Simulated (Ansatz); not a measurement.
This cell of CdSe (zinc blende) is off equilibrium:

```
CELL_PARAMETERS angstrom
      0.00000     3.25527     3.25527
      3.25527     0.00000     3.25527
      3.25527     3.25527     0.00000
ATOMIC_POSITIONS crystal
  Se 0.75000 0.75000 0.75000
  Cd 0.00000 0.00000 0.00000
```

Method: PBE (plane waves to 420 eV, PAW, scalar-relativistic; Ansatz, an electronic-structure program). k mesh 9×9×9 (Γ-centred), Fermi-Dirac smearing 0.05 eV. E stands for the smeared free energy. Stress and pressure are positive under compression. CdSe was relaxed with its symmetry unable to fall.

Question: What is the stress tensor (GPa)?

Answer: 
```
   -4.7      0.0      0.0
    0.0     -4.7      0.0
    0.0      0.0     -4.7
```
The pressure, a third of the trace, is -4.7 GPa.

Question: It is the relaxed cell scaled evenly to V/V₀ = 1.160, atoms relaxed where free. What is its energy relative to the relaxed cell?

Answer: 80.3 meV/atom.

(A scan under strain: stresses follow from slopes of the energy per volume, elastic moduli from its curvatures.)
